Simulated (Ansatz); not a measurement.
input.yaml (Ansatz)

```yaml
crystal:
  lattice:
    - [0.0, 2.394978229, 2.394978229]
    - [2.394978229, 0.0, 2.394978229]
    - [2.394978229, 2.394978229, 0.0]
  atoms:
    - { symbol: Co, position: [0.125, 0.125, 0.125], spin: 1.7 }
    - { symbol: Co, position: [0.875, 0.875, 0.875], spin: -1.7 }
hamiltonian:
  xc: lda
  pseudopotentials:
    kind: paw
    azcp:
      Co: "pseudopotentials/Co.paw.azcp"
basis:
  ecutwfc: 420
  fft_grid_basis: typed
kpoints:
  mp_grid: { grid: [19, 19, 19], shift: [0, 0, 0] }
magnetization:
  spin_polarized: true
scf:
  occupations: { method: fermi_dirac, width: 0.05 }
```

Output

```
Warning: the record states the generating functional pbe (its physics header spells it `PBE`), which answers neither for hamiltonian.xc's functional nor for the lda family's — results may be inconsistent (PPs are generated against a specific XC)
Engine: ansatz 0.2.0, aarch64-unknown-linux-gnu
Pseudopotentials: kind: paw
Pseudopotential: Co, paw, valence charge 17, recommended cutoff 420 eV (normal) 
Functional definition: SPW92
  exchange = slater_x
  correlation = pw_c
Crystal: 2 atoms, lattice volume = 27.475 Å³
Basis set: ecut = 420 eV, 537 PW (Γ)
Bands: 23, of which v1, the nominal top of the filled ones, is band 17 counted from 1 (16 counted from 0)
Symmetry: 24 space group operations
Space group: F-43m (ITA 216), of the structure as read, at distance tolerance 3.0e-5 Å
Magnetic group: BNS 227.130 (UNI 1632), of the structure as read, at distance tolerance 3.0e-5 Å
k-points: 220 of 6859 (time reversal used)
Non-local potential: Co, projectors of the file, l = 0: 3, l = 1: 2, l = 2: 3, l = 3: 1
PAW form: soft (Blöchl's): semilocal exchange-correlation on the pseudo side does not see the compensation charge
PAW frozen core: Co, regenerated for the run's functional, and the local potential with it (the file was generated under x = pbe(κ = 0.804, μ = 0.2195149727645171), c = pbe(β = 0.06672455060314922))
PAW one-centre angular grid: Co, 590 points (default); XC on 64 Gauss nodes
Initial density: superposition of atomic densities (chi_scale 0.1, normalization cell)
Starting moments: Σ|m| = 3.4 μB on 2 of 2 sites
Starting magnetic order: antiferromagnet; an inversion exchanges its spin sublattices: spin-degenerate at every k-point
Initial wavefunctions: pseudopotential atomic-orbital guess
Functional: x = slater, c = lda
SCF iter   1: F=—  HF=-10121.459998 eV  |F-HF|=—  |Δ(HF+E_count)|=         —  Δρ=1.78e-1 (↑1.78e-1 ↓1.78e-1)  dr2=1.45e0  dr2_m=7.27e0  M=0.000 μB ∫|m|=0.599 μB  β_m=0.30  ethr=3.10e-3  ⟨swp⟩=5.5  Hψ=40365  notcnv=0
Mixer restart at iter 1: flushing history
spin=Collinear: Kerker preconditioning applied to the charge; magnetization (m = ρ↑ − ρ↓) channel mixes plain (no charge-response kernel on spin).
SCF iter   2: F=—  HF=-10120.898622 eV  |F-HF|=—  |Δ(HF+E_count)|=   5.61e-1  Δρ=1.27e-1 (↑1.27e-1 ↓1.27e-1)  dr2=2.13e-1  dr2_m=4.01e0  M=-0.000 μB ∫|m|=0.492 μB  β_m=0.62  ethr=3.10e-3  ⟨swp⟩=3.0  Hψ=20034  notcnv=0  defer=8
SCF iter   3: F=—  HF=-10123.188487 eV  |F-HF|=—  |Δ(HF+E_count)|=    2.29e0  Δρ=5.17e-2 (↑5.17e-2 ↓5.17e-2)  dr2=4.69e-1  dr2_m=3.70e-1  M=-0.000 μB ∫|m|=0.129 μB  β_m=0.60  ethr=6.26e-4  ⟨swp⟩=3.3  Hψ=22587  notcnv=0  defer=8
SCF iter   4: F=—  HF=-10122.826556 eV  |F-HF|=—  |Δ(HF+E_count)|=   3.62e-1  Δρ=1.38e-2 (↑1.38e-2 ↓1.38e-2)  dr2=2.21e-1  dr2_m=1.85e-3  M=-0.000 μB ∫|m|=0.025 μB  β_m=0.72  ethr=6.26e-4  ⟨swp⟩=2.5  Hψ=24104  notcnv=0  defer=38
...
SCF 1 converged in 13 iterations: F = -10122.768915 eV  dr2 = 3.54e-9
WARN: the starting moments were not kept: the SCF closed with an absolute magnetisation of 3.3e-5 μB, where they sum to 3.4 μB in size (2 sites). That is at most 0.1 of that sum. Measured as dr2_m measures the in/out step, that magnetisation stands 1.5e-9 eV from none, at or under the dr2_threshold of 1.0e-7 eV: it is no larger than a step whose dr2_m would equal this threshold. The system may hold no moment; this SCF shows only that its start led to no more than that. To try another start: raise the starting moments (crystal.atoms[].spin, magnetization.per_species, magnetization.initial_magnetization, or on a non-collinear deck that types none of these the spinor_matrix: blocks that start its atoms; where the total moment is fixed, keep their sum and leave initial_magnetization as it is; typed ones take the place of any that the run laid by itself, positive ones on a crystal's lanthanoids without a Hubbard term where scf.initial_density.shell_occupations: [] is typed) or, if the notice of its spin-set hold's release reads "site moments contracting" or "site moments show no strong build", lengthen the hold (scf.mixing.spin_hold: { on: { confirm: 4 } }; for m-r²SCAN on two components see the key's manual first). Each may lead to a state that holds a moment. A second SCF, from the converged charge density, with the starting moments and any scf.initial_density.shell_occupations laid on it anew, would have followed, and was not run: the deck does not ask for one (magnetization.retry_lost_moments is false, the default). To let it run, set magnetization.retry_lost_moments: true and run the deck again, where that key's refused combinations let it; where memory then withholds it, that run's warning says so.
SCF converged after 13 iterations
Magnetization: -0.0000 μB (17.0000 up, 17.0000 down)
Absolute magnetization: 0.0000 μB (∫|ρ↑−ρ↓|, with the PAW one-centre terms)
Spin contamination: 0.0000 ħ² per cell (⟨S²⟩ above its minimum at these occupations)
Per-site moments (μB) at R_I (Å): [(-1.6007677159940782e-5, 0.855571194977674), (-1.610735770730628e-5, 0.855571194977674)]
Free energy (F): -10122.768915 eV
Harris-Foulkes:  -10122.768915 eV  (|F-HF|=3.79e-9)
Internal energy: -10122.736467 eV  (E = F + TS)
E sigma→0 (E₀):  -10122.752691 eV
Entropy (-TS):   -0.032448 eV (-16.224 meV/atom)
Fermi energy:    13.513102 eV
--- Per-component energies (eV) ---
  E_band       = -664.969156
  E_kinetic    = 916.639691
  E_local      = -7010.674325  (includes V_loc(G=0)·N_el)
  E_nonlocal   = 923.863106
  E_hartree    = 2953.047773
  E_xc         = -314.713728
  E_vxc        = -408.557716  (∫ρ·V_xc dr)
  E_paw        = -2911.704101  (= ΣΔE_a)
  E_vpaw       = -992.335171  (= ΣTr[D̂ρ^β])
  E_aug_tail   = 0.000057  (compensation charges beyond the density's cutoff)
  E_ewald      = -4680.031441
  E_core_change = 0.836501  (= ΣΔE_core)
  E_smearing   = -0.032448  (= −TS)
  E_closure    = 0.000000  (closes the sum)
  Σ components = -10122.768915   (vs F -10122.768915, Δ=0.00e0)
--- Band table (eV; the first three rows and the last of 440) ---
  k-point 0 ↑: bands = ["-81.2005", "-80.8611", "-45.0091", "-45.0091", "-45.0091", "-44.4945", "-44.4945", "-44.4945", "6.1310", "10.0945", "10.0945", "10.3129", "10.3129", "10.3129", "12.3051", "12.3051", "12.3051", "13.8480", "13.8480", "27.4864", "27.4864", "27.4864", "27.7085"]
  k-point 1 ↑: bands = ["-81.1987", "-80.8628", "-45.0108", "-45.0108", "-45.0088", "-44.4952", "-44.4929", "-44.4929", "6.1895", "10.0493", "10.0493", "10.3158", "10.3729", "10.3729", "12.2775", "12.3011", "12.3011", "13.8476", "13.8476", "25.9669", "26.8909", "26.8909", "28.3622"]
  k-point 2 ↑: bands = ["-81.1935", "-80.8678", "-45.0156", "-45.0156", "-45.0080", "-44.4970", "-44.4881", "-44.4881", "6.3634", "9.9783", "9.9783", "10.3260", "10.4841", "10.4841", "12.1966", "12.2935", "12.2935", "13.8455", "13.8455", "24.2537", "26.2580", "26.2580", "28.3522"]
  k-point 219 ↓: bands = ["-81.0384", "-81.0194", "-45.1275", "-45.1201", "-44.7782", "-44.7358", "-44.3882", "-44.3818", "9.3243", "9.3783", "10.6777", "10.7342", "11.1966", "11.3741", "11.6827", "11.8053", "14.0157", "14.0435", "15.7631", "16.1130", "16.4388", "17.2873", "28.3001"]
```
